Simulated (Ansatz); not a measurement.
BeTe (zinc blende, F-43m) at seven volumes, PBE in the plane-wave PAW code Ansatz, scaled uniformly. One row is withheld.

```csv
V (Å³/atom),P (GPa)
20.669,6.43
21.350,?
22.032,1.83
22.713,0.00
23.394,-1.57
24.076,-2.93
24.757,-4.09
```

Problem. Fit the shown pressures and predict the withheld one.

Solution. P = (3/2)B₀(x^(7/2) − x^(5/2))[1 + (3/4)(B′ − 4)(x − 1)] with x = (V₀/V)^(2/3). Least squares on the six rows gives V₀ = 22.713 Å³/atom, B₀ = 56.4 GPa, B′ = 4.00. At V = 21.350, x = 1.0421 and P = 3.95 GPa. The run itself gave 3.95 GPa.

The cell was relaxed with PBE under the symmetry of its start. Spin–orbit coupling is left out wherever it is not named.

Potentials: the earlier of the program's two PAW sets.
